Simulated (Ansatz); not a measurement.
# Core-level photoemission in LiCl

Cell: a COD entry, ions relaxed with PBE at fixed cell, repeated to a supercell; a hole's nearest image is 7.3 Å away.

Space group Fm-3m (No. 225); a = 5.1295 Å.

| site | Wyckoff | site symmetry | x | y | z |
| --- | --- | --- | --- | --- | --- |
| Li1 | 4a | m-3m | 0.0000 | 0.0000 | 0.0000 |
| Cl9 | 4b | m-3m | 0.5000 | 0.5000 | 0.5000 |

One atom of each set is listed; the run and its k-mesh use a cell of 16 atoms with edges of 7.25, 7.25, 7.25 Å.

Level of theory: DFT, PBE, plane waves and PAW, scalar-relativistic, 420 eV cutoff, Γ-centred 3×3×3 k-points, fixed occupations (Ansatz 0.2.0).

Each value is a total-energy difference between the cell with one core hole and the ground state (ΔSCF), counted from the top of the valence band. The valence electrons get no spin in the cell with the hole, so they can't polarise against the unpaired core electron; that puts absolute values high, by some tenths of an eV and in some cases by about 1 eV. The periodic images are corrected with the calculated ε∞ = 2.96.

Q: Give the Cl 2p lines of each distinct site.

A: 

```tsv
line	atom	first shell	E_B (eV)	j = l + ½ / j = l − ½ (eV)
Cl 2p	9	6 Li at 2.56 Å	196.9	196.4 / 198.0
```

For p, d and f shells E_B is the weighted mean of the two lines, whose splitting comes from the free atom's Dirac orbitals.

The program doubts some values: the cell is too small to check the potential alignment. Absolute PBE values can be off by an eV or more. Multiplets, satellites and widths aren't calculated.
